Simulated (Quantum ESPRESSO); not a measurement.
# Band energies of CaZn2As2

```
CELL_PARAMETERS angstrom
      4.14855     0.00000     0.00000
     -2.07428     3.59275     0.00000
      0.00000     0.00000     7.00734
ATOMIC_POSITIONS crystal
  Ca 0.00000 0.00000 0.00000
  Zn 0.33333 0.66667 0.63047
  Zn 0.66667 0.33333 0.36953
  As 0.33333 0.66667 0.26049
  As 0.66667 0.33333 0.73951
```

PBEsol (Quantum ESPRESSO, PseudoDojo norm-conserving, 84 Ry, with spin-orbit coupling); path ΓMKΓALHA,LM,KH; energies in eV from the valence-band maximum.

```
k (1/Å)  point  band 80  band 81  band 82  band 83  band 84  band 85  band 86  band 87
-------  -----  -------  -------  -------  -------  -------  -------  -------  -------
0.00         Γ     0.00     0.29     0.29     0.78     0.78     1.91     1.91     2.44
0.22              -0.38     1.20     1.20     1.41     1.41     2.27     2.27     2.90
0.44              -1.00     1.12     1.12     1.92     1.92     2.88     2.88     3.18
0.87         M    -1.60     0.50     0.50     2.42     2.42     2.49     2.49     4.02
1.13              -2.08     1.89     1.89     2.57     2.57     2.69     2.69     3.38
1.38         K    -2.51     2.49     2.49     2.80     2.80     2.82     2.82     3.44
1.55              -2.17     2.53     2.53     2.75     2.75     2.92     2.92     3.16
1.72              -1.62     2.10     2.10     2.71     2.71     3.03     3.03     3.25
2.05              -0.55     1.55     1.55     1.89     1.89     2.42     2.42     2.84
2.22              -0.21     0.97     0.97     1.29     1.29     2.14     2.14     2.78
2.39         Γ     0.00     0.29     0.29     0.78     0.78     1.91     1.91     2.44
2.84         A    -0.83     0.38     0.38     1.55     1.55     2.44     2.44     2.46
3.01              -0.86     1.13     1.13     1.95     1.95     2.67     2.67     2.73
3.36              -1.17     1.23     1.23     1.71     1.71     2.32     2.32     2.43
3.54              -1.30     1.03     1.03     1.57     1.57     1.71     1.71     2.19
3.71         L    -1.31     0.93     0.93     1.35     1.35     1.79     1.79     2.02
3.88              -1.48     1.13     1.13     1.92     1.92     1.97     1.97     2.40
4.05              -1.73     1.45     1.45     1.76     1.76     3.18     3.18     3.45
4.22         H    -2.02     1.66     1.66     1.66     1.66     3.49     3.49     4.13
4.36              -1.78     1.61     1.61     1.64     1.64     3.45     3.45     3.89
4.51              -1.65     1.54     1.54     1.71     1.71     3.09     3.09     3.71
4.65              -1.70     1.63     1.63     1.88     1.88     2.82     2.82     3.31
4.94              -1.10     1.63     1.63     2.31     2.31     2.58     2.58     2.77
5.08              -0.92     1.01     1.01     1.81     1.81     2.59     2.59     2.67
5.23         A    -0.83     0.38     0.38     1.55     1.55     2.44     2.44     2.46
5.23         L    -1.31     0.93     0.93     1.35     1.35     1.79     1.79     2.02
5.45              -1.48     0.67     0.67     1.70     1.70     2.26     2.26     3.02
5.67         M    -1.60     0.50     0.50     2.42     2.42     2.49     2.49     4.02
5.67         K    -2.51     2.49     2.49     2.80     2.80     2.82     2.82     3.44
5.82              -2.53     2.45     2.45     2.47     2.47     2.74     2.74     3.69
6.12         H    -2.02     1.66     1.66     1.66     1.66     3.49     3.49     4.13
```

The PBEsol gap is direct, 0.29 eV at Γ.

Geometry of the Materials Project entry, not relaxed at this level.
